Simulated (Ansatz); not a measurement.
SnO (zinc blende, F-43m) under volume change, DFT-r²SCAN in the program Ansatz with PAW potentials, scaled uniformly.

| V (Å³/atom) | E − E(relaxed) (meV/atom) | P (GPa) |
|---|---|---|
| 18.017 | 37.7 | 7.29 |
| 18.611 | 16.0 | 4.50 |
| 19.205 | [?] | [?] |
| 19.799 | 0.0 | 0.00 |
| 20.392 | 3.5 | -1.87 |
| 20.986 | 13.6 | -3.51 |
| 21.580 | [?] | [?] |

Q: Complete the blanks.

A: 
- 19.205, E − E(relaxed) (meV/atom): 3.8
- 19.205, P (GPa): 2.11
- 21.580, E − E(relaxed) (meV/atom): 29.3
- 21.580, P (GPa): -4.93

Q: What does a third-order Birch–Murnaghan fit give for V₀, B₀ and B′?

A: V₀ = 19.80 Å³/atom, B₀ = 66.1 GPa, B′ = 3.4.

The start of the workflow was typed in or built on a structure type; neither database checked (COD, Materials Project) lists it. It is not the phase usual at ambient conditions (space group No. 129). Symmetry was held in the r²SCAN relaxation. At this level the phase is mechanically unstable. The volume moved by 18 % from the start of the relaxation. Scalar-relativistic: spin–orbit coupling is off unless named, which matters more the heavier the elements.

Potentials: the earlier of the program's two PAW sets.
